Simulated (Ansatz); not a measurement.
Method: DFT PBE, scalar-relativistic, plane waves, PAW (Ansatz 0.2.0). Settings: cutoff 420 eV, Γ-centred meshes spaced at most about 0.3 Å⁻¹ (2π included), Gaussian smearing. No spin polarisation in the final relaxations.

Temperature and zero-point effects are left out. All come from trial cells, and lower structures may exist.

Problem. Order these relaxed structures of MgCd₂Se₃ by energy, lowest first, with the energy over the lowest of them.
A.

```
CELL_PARAMETERS angstrom
4.00720 0.00000 0.00000
-2.00360 3.47033 0.00000
0.00000 0.00000 9.81262
ATOMIC_POSITIONS crystal
Mg 0.00000 0.00000 0.00000
Cd 0.33333 0.66667 0.67043
Cd 0.66667 0.33333 0.32957
Se 0.00000 0.00000 0.50000
Se 0.33333 0.66667 0.15762
Se 0.66667 0.33333 0.84238
```

B.

```
CELL_PARAMETERS angstrom
4.33835 0.00000 0.00000
-2.16918 3.75712 0.00000
0.00000 0.00000 10.59602
ATOMIC_POSITIONS crystal
Mg 0.66667 0.33333 0.33101
Cd 0.00000 0.00000 0.00448
Cd 0.33333 0.66667 0.66394
Se 0.33333 0.66667 0.91662
Se 0.66667 0.33333 0.57620
Se 0.00000 0.00000 0.25776
```

Solution. B (0 meV/atom), A (111 meV/atom). Forms: B Mg and Cd ordered on zinc blende sites, P3m1; A Mg and Cd ordered on rock salt sites, P-3m1. Counting Se atoms around Cd and Mg (those within 1.25 times the shortest such distance or 1.15 times the sum of covalent radii): B has Mg 4, Cd 4; A has Mg 6, Cd 6.

Cells relaxed within their symmetry can be saddle points. Some structure types and database cells were kept out of the candidates from the start, so a known form may be missing.
